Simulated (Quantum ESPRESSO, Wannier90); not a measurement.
GaN (zinc blende), plane waves to Wannier functions

```
GaN
1.0
    0.00000     2.25350     2.25350
    2.25350     0.00000     2.25350
    2.25350     2.25350     0.00000
Ga N
1 1
Direct
  0.00000   0.00000   0.00000
  0.25000   0.25000   0.25000
```

Materials Project entry mp-830; symmetrised, unrelaxed at this level. Not found in the COD (Crystallography Open Database) copy used, which has the formula in other groups; not checked further. Level: PBE, no spin polarisation, no spin-orbit coupling; pw.x of Quantum ESPRESSO at 68 Ry with PseudoDojo potentials, 12×12×12 k-points, Wannier90. Density: 12×12×12 mesh, cold smearing 0.01 Ry.

The plane-wave run has 20 bands and 18 electrons a cell. On the energy scale of pw.x, whose zero is arbitrary, the valence-band maximum lies at 10.59 eV.

Input w.win, without the blocks of cell, atoms and k-points (1728 lines):

```
num_bands = 15
num_wann = 8
exclude_bands = 2-6
num_iter = 800
conv_tol = 1.0e-6
conv_window = 4
dis_num_iter = 1000
dis_conv_tol = 1.0e-6
dis_froz_max = 13.85
write_hr = true
write_u_matrices = true
begin projections
Ga: s;p
end projections
mp_grid = 12 12 12
```

Question: Check the input against the numbers above: what is wrong, and how is it mended?

Answer: wannier90.x -pp stops with:
```
w90_readwrite_get_projections: too few projection functions defined
```
The projections block defines fewer trial orbitals than num_wann. Mended as below, all else unchanged, the run goes through (Ω_I = 8.0 Å²) and follows the plane-wave bands to 0.8 meV rms (states up to 2.8 eV relative to the valence-band maximum).
```
N: s;p
```
